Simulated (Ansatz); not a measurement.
Si$_{2}$Mo:
```cif
data_Mo2Si4
_chemical_formula_sum 'Si4 Mo2'
_space_group_name_H-M_alt 'I4/mmm'
_space_group_IT_number 139
_space_group_name_Hall '-I 4 2'
_cell_length_a 3.19035
_cell_length_b 3.19035
_cell_length_c 7.82129
_cell_angle_alpha 90.000
_cell_angle_beta 90.000
_cell_angle_gamma 90.000
loop_
_atom_site_label
_atom_site_type_symbol
_atom_site_symmetry_multiplicity
_atom_site_Wyckoff_symbol
_atom_site_fract_x
_atom_site_fract_y
_atom_site_fract_z
_atom_site_occupancy
Si1 Si 4 e 0.00000 0.00000 0.33506 1
Mo1 Mo 2 a 0.00000 0.00000 0.00000 1
```
(The calculation used a cell of 3 atoms; values per cell refer to that cell.)

Relaxed with PBEsol.

Question: Decompose the optical modes at the zone centre into irreducible representations, and say which are infrared and Raman allowed.

Answer: Point group 4/mmm: Γ_opt = A1g + A2u + Eg + Eu. Infrared: A2u, Eu. Raman: A1g, Eg.

Question: Assign frequencies (DFPT, the program Ansatz at the PBEsol level (PAW)).

Answer: Eu 278, A2u 318, Eg 333, A1g 436 cm⁻¹.

Symmetry was held in the PBEsol relaxation. No spin polarisation was allowed. As this level gives no gap, phonon frequencies hold no LO–TO term and depend on the k-mesh and smearing (Fermi–Dirac, 0.1 eV here).

Potentials: the earlier of the program's two PAW sets. The files were generated under PBE; for other functionals the program regenerates the frozen cores, and for LDA and PBEsol the local potential too.
